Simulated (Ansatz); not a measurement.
Cu (fcc (Cu type), Fm-3m) at seven volumes, PBE in the plane-wave PAW code Ansatz, scaled uniformly. One row is withheld.

| V (Å³/atom) | P (GPa) |
|---|---|
| 10.863 | 16.90 |
| 11.221 | 10.23 |
| 11.580 | 4.65 |
| 11.938 | 0.00 |
| 12.296 | -3.88 |
| 12.654 | -7.12 |
| 13.012 | ? |

**Question.** Fit the shown pressures and predict the withheld one.

**Answer.** Third-order Birch–Murnaghan: P = (3/2)B₀(x^(7/2) − x^(5/2))[1 + (3/4)(B′ − 4)(x − 1)] with x = (V₀/V)^(2/3). Least squares on the six rows gives V₀ = 11.938 Å³/atom, B₀ = 141.4 GPa, B′ = 4.99. At V = 13.012, x = 0.9442 and P = -9.83 GPa. The run itself gave -9.81 GPa.

The PBE relaxation kept the symmetry of its start. The run is not spin-polarised.

Potentials: the earlier of the program's two PAW sets.
